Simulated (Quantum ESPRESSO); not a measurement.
Band energies of AlN at -0.7 % isotropic strain

```
AlN
1.0
    0.00000     2.17305     2.17305
    2.17305     0.00000     2.17305
    2.17305     2.17305     0.00000
N Al
1 1
Direct
  0.25000   0.25000   0.25000
  0.00000   0.00000   0.00000
```

PBEsol (pw.x of Quantum ESPRESSO, ONCV potentials, without SOC); path ΓXWKΓLUWLK,UX; energies in eV from the valence-band maximum.

```
k (1/Å)  point  band 1  band 2  band 3  band 4  band 5  band 6  band 7
-------  -----  ------  ------  ------  ------  ------  ------  ------
0.00         Γ  -15.04    0.00    0.00    0.00    4.25   12.62   12.62
0.33            -14.78   -1.01   -0.28   -0.28    5.31   11.83   12.99
0.78            -13.71   -3.17   -1.11   -1.11    5.72   10.05   11.62
1.22            -12.48   -4.75   -1.73   -1.73    3.55    8.76   13.60
1.45         X  -12.25   -5.00   -1.81   -1.81    3.20    8.60   14.03
1.57            -12.24   -4.96   -1.90   -1.90    3.37    8.73   13.97
2.05            -12.19   -4.08   -3.25   -2.73    5.75   10.99   12.29
2.17         W  -12.19   -3.82   -3.54   -2.78    5.98   11.38   12.01
2.55            -12.26   -4.29   -3.71   -1.58    5.23   10.21   13.07
2.68         K  -12.26   -4.33   -3.74   -1.40    5.08   10.11   13.16
2.88            -12.43   -4.45   -3.67   -1.06    6.17   10.11   12.55
3.29            -13.33   -4.19   -2.13   -0.38    7.87    9.43   11.54
3.70            -14.44   -2.26   -0.70   -0.04    6.19   11.55   12.10
4.01            -14.94   -0.54   -0.11    0.00    4.72   12.34   12.72
4.21         Γ  -15.04    0.00    0.00    0.00    4.25   12.62   12.62
4.41            -14.95   -0.52   -0.03   -0.03    4.67   12.38   12.71
4.79            -14.28   -2.99   -0.23   -0.23    6.33   11.15   12.49
5.08            -13.52   -4.82   -0.39   -0.39    7.11   10.33   11.66
5.47         L  -12.91   -5.99   -0.49   -0.49    7.42    9.85   11.14
5.86            -12.70   -5.55   -1.76   -0.79    7.42    8.94   12.09
6.15            -12.39   -4.71   -3.31   -1.19    5.82   10.12   12.68
6.35         U  -12.26   -4.33   -3.74   -1.40    5.08   10.11   13.16
6.55            -12.24   -4.23   -3.66   -1.83    5.42   10.37   12.93
6.86         W  -12.19   -3.82   -3.54   -2.78    5.98   11.38   12.01
6.95            -12.20   -3.91   -3.57   -2.61    6.01   11.21   11.96
7.23            -12.42   -4.83   -2.88   -1.58    6.51    9.95   12.13
7.61            -12.80   -5.77   -1.18   -0.67    7.97    8.56   11.66
7.88         L  -12.91   -5.99   -0.49   -0.49    7.42    9.85   11.14
7.97            -12.90   -5.97   -0.57   -0.50    7.50    9.59   11.19
8.24            -12.74   -5.63   -1.56   -0.74    7.64    8.77   11.93
8.59            -12.37   -4.65   -3.40   -1.21    5.73   10.15   12.73
8.77         K  -12.26   -4.33   -3.74   -1.40    5.08   10.11   13.16
8.77         U  -12.26   -4.33   -3.74   -1.40    5.08   10.11   13.16
8.87            -12.24   -4.56   -3.28   -1.54    4.56    9.78   13.43
9.28         X  -12.25   -5.00   -1.81   -1.81    3.20    8.60   14.03
```

The PBEsol gap is indirect, 3.20 eV, from 93 % of the way from K to Γ to X; the smallest direct gap is 4.25 eV.

Geometry strained from the cell relaxed with PBEsol, atoms relaxed again.

This is not the ordinary phase of the substance; no match was found in the copy of COD used, and its stability was not checked.
